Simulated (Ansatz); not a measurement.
CaTiO3:
```
CaTiO3
1.0
    3.84240     0.00000     0.00000
    0.00000     3.84240     0.00000
    0.00000     0.00000     3.84240
Ca Ti O
1 1 3
Cartesian
  0.00000   0.00000   0.00000
  1.92120   1.92120   1.92120
  0.00000   1.92120   1.92120
  1.92120   1.92120   0.00000
  1.92120   0.00000   1.92120
```

Relaxed with HSE06.

Question: Give the Bader charges and basin volumes of the independent atoms, HSE06 in the plane-wave PAW code Ansatz.

Answer: 

```tsv
atom	Bader charge (e)	Bader volume (Å³)
Ca1	+1.66	12.1
Ti2	+2.43	6.3
O3	-1.36	12.8
```

Space group Pm-3m (cubic perovskite). The cell is a constructed one: a structure type filled with these elements; the Crystallography Open Database files this formula in space group No. 221, but the cells were not matched. Its standing as an ambient phase is unchecked. The HSE06 relaxation kept the symmetry of its start; its stability against distortions is not shown here. The run is not spin-polarised.

Potentials: the later of the program's two PAW sets.
